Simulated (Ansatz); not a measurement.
Cd2TeSe:
```xyz
4
Lattice="4.4531 0.0000 0.0000 0.0000 4.4531 0.0000 0.0000 0.0000 6.2634" Properties=species:S:1:pos:R:3 pbc="T T T"
Cd     2.2266     0.0000     4.8077
Cd     0.0000     2.2266     1.4557
Te     0.0000     0.0000     3.1317
Se     2.2266     2.2266     0.0000
```

Relaxed with PBEsol.

Give the optical modes at the zone centre with their infrared activity from DFPT, PBEsol in the plane-wave PAW code Ansatz.

Transverse frequencies, without the LO–TO term; a row sums one degenerate level.

```tsv
ω (cm⁻¹)	degeneracy	IR ((D/Å)²/amu)	activity	symmetry
37	2	0.00	IR-inactive	E
132	1	0.00	IR-inactive	A1
141	1	1.37	IR	B2
148	2	5.77	IR	E
159	1	2.98	IR	B2
168	2	3.48	IR	E
```

Space group P-4m2. The workflow started from a Materials Project entry (that database holds measured and hypothetical structures alike); the Crystallography Open Database copy checked does not list it. Whether it is the stable phase at ambient conditions was not checked. The PBEsol relaxation kept the symmetry of its start; of distortions, only those at the zone centre were tested. Scalar-relativistic: spin–orbit coupling is off unless named, which matters more the heavier the elements.

Potentials: the later of the program's two PAW sets.
